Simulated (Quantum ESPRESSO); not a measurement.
# Nb4SnMoInCu: input and log of a self-consistent run

Computed values, not a measurement. The program is pw.x of Quantum ESPRESSO 7.5 (plane-wave density functional theory). The cell is made up: eight metal atoms on a face-centred cubic lattice, with elements, volume, strain and displacements drawn at random and not relaxed, so it may be unstable or far from any real phase. PseudoDojo standard norm-conserving files set the functional (PBE unless stated); there is no spin polarisation or spin-orbit coupling, the Fermi-Dirac width of 0.25 eV means electrons at about 2900 K, and the masses in the input are unused placeholders. The copper pseudopotential is less sure than most, with forces differing by about three percent and pressure by about two GPa from a second method on plain copper. The tin pseudopotential is less sure than most, with forces differing by about three percent from a second method on plain tin. A spin test at this wide smearing found no moment, but such smearing suppresses magnetism that the real alloy may have.

Input:

```
&control calculation='scf', pseudo_dir='./dojo.nc.sr.pbe.v0_5.standard.upf', outdir='./o', disk_io='minimal', tprnfor=.true., tstress=.true. /
&system ibrav=0, nat=8, ntyp=5, nbnd=70, ecutwfc=92.02030273, nosym=.true., tot_charge=0,
 occupations='smearing', smearing='fd', degauss=0.0183746611
/
&electrons conv_thr=1.470e-08, electron_maxstep=70, mixing_beta=0.5 /
ATOMIC_SPECIES
Cu 1.0 Cu.upf
In 1.0 In.upf
Mo 1.0 Mo.upf
Nb 1.0 Nb.upf
Sn 1.0 Sn.upf
CELL_PARAMETERS angstrom
2.1109 4.3182 2.1496
2.2424 -4.3416 2.0649
4.3551 -0.1081 -4.2163
ATOMIC_POSITIONS angstrom
Nb -0.0444 0.0218 -0.0082
Sn 2.2727 0.0377 -2.1564
Mo 2.1886 -2.0883 0.0436
In 4.3307 -2.326 -2.0412
Nb 2.0264 2.3546 0.0639
Cu 4.4106 2.0153 -1.9848
Nb 2.2151 -0.0068 2.061
Nb 4.4712 -0.1388 -0.0341
K_POINTS automatic
5 5 4 1 1 1
```

The log is shortened where brackets say so; the opening notice, blank lines, dates and the lines on written files are dropped, and the path of the files is cut. It prints rydbergs, bohrs and kilobars, and counts compression as positive stress. Its total energy is the free energy E - TS of the whole cell.

```
     Program PWSCF v.7.5
     Parallel version (MPI & OpenMP), running on       4 processor cores
     Number of MPI processes:                 4
     Threads/MPI process:                     1
     [start-up lines left out]
     bravais-lattice index     =            0
     lattice parameter (alat)  =       9.9500  a.u.
     unit-cell volume          =    1072.2828 (a.u.)^3
     number of atoms/cell      =            8
     number of atomic types    =            5
     number of electrons       =       112.00
     number of Kohn-Sham states=           70
     kinetic-energy cutoff     =      92.0203  Ry
     charge density cutoff     =     368.0812  Ry
     scf convergence threshold =      1.5E-08
     mixing beta               =       0.5000
     number of iterations used =            8  plain     mixing
     Exchange-correlation= PBE
                           (   1   4   3   4   0   0   0)
     [axes and pseudopotential details left out]
   Cartesian axes
     site n.     atom                  positions (alat units)
         1        Nb     tau(   1) = (  -0.0084325   0.0041403  -0.0015574  )
         2        Sn     tau(   2) = (   0.4316362   0.0071601  -0.4095482  )
         3        Mo     tau(   3) = (   0.4156637  -0.3966145   0.0082806  )
         4        In     tau(   4) = (   0.8224961  -0.4417590  -0.3876692  )
         5        Nb     tau(   5) = (   0.3848583   0.4471908   0.0121360  )
         6        Cu     tau(   6) = (   0.8376709   0.3827502  -0.3769576  )
         7        Nb     tau(   7) = (   0.4206967  -0.0012915   0.3914297  )
         8        Nb     tau(   8) = (   0.8491801  -0.0263612  -0.0064763  )
     number of k points=    50  Fermi-Dirac smearing, width (Ry)=  0.0184
                       cart. coord. in units 2pi/alat
        k(    1) = (   0.1965509   0.0025264   0.0468566), wk =   0.0400000
        k(    2) = (   0.3477325   0.0063492  -0.1092828), wk =   0.0400000
     [further k points left out]
     Dense  grid:   127831 G-vectors     FFT dimensions: (  64,  64,  72)
     Estimated max dynamical RAM per process >     440.19 MB
     Estimated total dynamical RAM >       1.63 GB
     Initial potential from superposition of free atoms
     starting charge     111.9835, renormalised to     112.0000
     Starting wfcs are   78 randomized atomic wfcs
     total cpu time spent up to now is        9.0 secs
     per-process dynamical memory:   339.5 Mb
     Self-consistent Calculation
     iteration #  1     ecut=    92.02 Ry     beta= 0.50
     Davidson diagonalization with overlap
     ethr =  1.00E-02,  avg # of iterations =  2.1
     total cpu time spent up to now is       30.0 secs
     total energy              =   -1306.48414672 Ry
     estimated scf accuracy    <       3.35888122 Ry
     iteration #  2     ecut=    92.02 Ry     beta= 0.50
     Davidson diagonalization with overlap
     ethr =  3.00E-03,  avg # of iterations =  3.1
     total cpu time spent up to now is       49.8 secs
     total energy              =   -1307.54463681 Ry
     estimated scf accuracy    <      10.76763994 Ry
     iteration #  3     ecut=    92.02 Ry     beta= 0.50
     Davidson diagonalization with overlap
     ethr =  3.00E-03,  avg # of iterations =  2.4
     total cpu time spent up to now is       67.8 secs
     total energy              =   -1308.16490963 Ry
     estimated scf accuracy    <       4.62022967 Ry
     iteration #  4     ecut=    92.02 Ry     beta= 0.50
     Davidson diagonalization with overlap
     ethr =  3.00E-03,  avg # of iterations =  1.0
     total cpu time spent up to now is       83.6 secs
     total energy              =   -1308.39583152 Ry
     estimated scf accuracy    <       0.90864947 Ry
     iteration #  5     ecut=    92.02 Ry     beta= 0.50
     Davidson diagonalization with overlap
     ethr =  8.11E-04,  avg # of iterations =  2.0
     total cpu time spent up to now is      100.4 secs
     total energy              =   -1308.37431887 Ry
     estimated scf accuracy    <       0.50975869 Ry
     [iterations 6 to 14 left out]
     iteration # 15     ecut=    92.02 Ry     beta= 0.50
     Davidson diagonalization with overlap
     ethr =  2.16E-09,  avg # of iterations =  2.0
     total cpu time spent up to now is      286.9 secs
     total energy              =   -1308.44984811 Ry
     estimated scf accuracy    <       0.00000018 Ry
     iteration # 16     ecut=    92.02 Ry     beta= 0.50
     Davidson diagonalization with overlap
     ethr =  1.56E-10,  avg # of iterations =  3.6
     total cpu time spent up to now is      305.0 secs
     total energy              =   -1308.44984812 Ry
     estimated scf accuracy    <       0.00000018 Ry
     iteration # 17     ecut=    92.02 Ry     beta= 0.50
     Davidson diagonalization with overlap
     ethr =  1.56E-10,  avg # of iterations =  2.0
     total cpu time spent up to now is      321.2 secs
     total energy              =   -1308.44984814 Ry
     estimated scf accuracy    <       0.00000005 Ry
     iteration # 18     ecut=    92.02 Ry     beta= 0.50
     Davidson diagonalization with overlap
     ethr =  4.81E-11,  avg # of iterations =  2.0
     total cpu time spent up to now is      337.3 secs
     total energy              =   -1308.44984814 Ry
     estimated scf accuracy    <       0.00000002 Ry
     iteration # 19     ecut=    92.02 Ry     beta= 0.50
     Davidson diagonalization with overlap
     ethr =  1.56E-11,  avg # of iterations =  2.2
     total cpu time spent up to now is      353.8 secs
     End of self-consistent calculation
     [lines on levels left out]
!    total energy              =   -1308.44984814 Ry
     estimated scf accuracy    <          9.2E-09 Ry
     smearing contrib. (-TS)   =      -0.12659577 Ry
     internal energy E=F+TS    =   -1308.32325236 Ry
     The total energy is F=E-TS. E is the sum of the following terms:
     one-electron contribution =    -455.52316230 Ry
     hartree contribution      =     291.89403359 Ry
     xc contribution           =    -255.43986172 Ry
     ewald contribution        =    -889.25426192 Ry
     convergence has been achieved in  19 iterations
     Forces acting on atoms (cartesian axes, Ry/au):
     atom    1 type  4   force =     0.01923846    0.00467014   -0.01207216
     atom    2 type  5   force =    -0.02732524   -0.02219271    0.06474256
     atom    3 type  3   force =     0.00649902   -0.00284685   -0.00120919
     atom    4 type  2   force =     0.02015006    0.04195376   -0.04337593
     atom    5 type  4   force =     0.02382769   -0.03383984   -0.00704782
     atom    6 type  1   force =    -0.00079100    0.00484059   -0.00880236
     atom    7 type  4   force =    -0.00877543    0.00506191   -0.00679049
     atom    8 type  4   force =    -0.03282357    0.00235301    0.01455539
     Total force =     0.115652     Total SCF correction =     0.000342
     Computing stress (Cartesian axis) and pressure
          total   stress  (Ry/bohr**3)                   (kbar)     P=      -85.00
  -0.00065943  -0.00003191  -0.00008596          -97.01       -4.69      -12.65
  -0.00003191  -0.00051378  -0.00010768           -4.69      -75.58      -15.84
  -0.00008596  -0.00010768  -0.00056034          -12.65      -15.84      -82.43
     init_run     :      8.57s CPU      8.93s WALL (       1 calls)
     electrons    :    340.60s CPU    344.78s WALL (       1 calls)
     forces       :      2.07s CPU      2.08s WALL (       1 calls)
     stress       :      7.08s CPU      7.25s WALL (       1 calls)
     [timing details left out]
     PWSCF        :   5m58.40s CPU   6m 3.16s WALL
     JOB DONE.
```

In other units: free energy -17802.367 eV for the cell, pressure -8.50 GPa, largest force component 1.665 eV/Å in size. The run took 365 s of wall time with four MPI processes on a shared machine (Intel Xeon, 2023 or later, virtual cores), so the time is rough. A rerun of this cell at a higher cutoff and on a denser mesh moved values by no more than 0.003 eV in energy, 0.03 GPa in stress and 0.003 eV/Å in force, and a second program with other atomic files agreed on that cell to 2 % rms in force and 0.5 GPa in pressure.